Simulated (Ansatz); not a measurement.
CdTe:
Space group Fm-3m (No. 225); a = b = c = 6.083 Å, α = β = γ = 90.00°

```
atom  site  symmetry       x       y       z
----  ----  --------  ------  ------  ------
Cd      4a      m-3m  0.0000  0.0000  0.0000
Te      4b      m-3m  0.5000  0.5000  0.5000
```
(The calculation used a cell of 2 atoms; values per cell refer to that cell.)

Relaxed with r²SCAN.

**Question.** Tabulate the valence density and the electron localisation function along the shortest Cd–Te contact (3.04 Å), r²SCAN (plane waves, PAW; program Ansatz).

**Answer.** 

```
distance from Cd (Å)  density (e/Å³)   ELF
--------------------  --------------  ----
0.30                           18.00  0.77
0.46                           11.12  0.62
0.61                            5.63  0.51
0.76                            2.37  0.41
0.91                            0.93  0.28
1.06                            0.43  0.17
1.22                            0.26  0.14
1.37                            0.22  0.23
1.52                            0.23  0.44
1.67                            0.29  0.64
1.83                            0.39  0.68
1.98                            0.54  0.60
2.13                            0.77  0.52
2.28                            1.51  0.42
2.43                            3.75  0.23
2.59                            7.68  0.07
2.74                           12.32  0.01
```

The density is the valence pseudo-density with augmentation charge, so density and ELF within about 1 Å of a nucleus are not all-electron values.

This is a known high-pressure phase of the composition, computed here at zero pressure and temperature. Symmetry was held in the r²SCAN relaxation; whether a distortion lowers the energy is not shown. Scalar-relativistic: spin–orbit coupling is off unless named, which matters more the heavier the elements.

Potentials: the later of the program's two PAW sets.
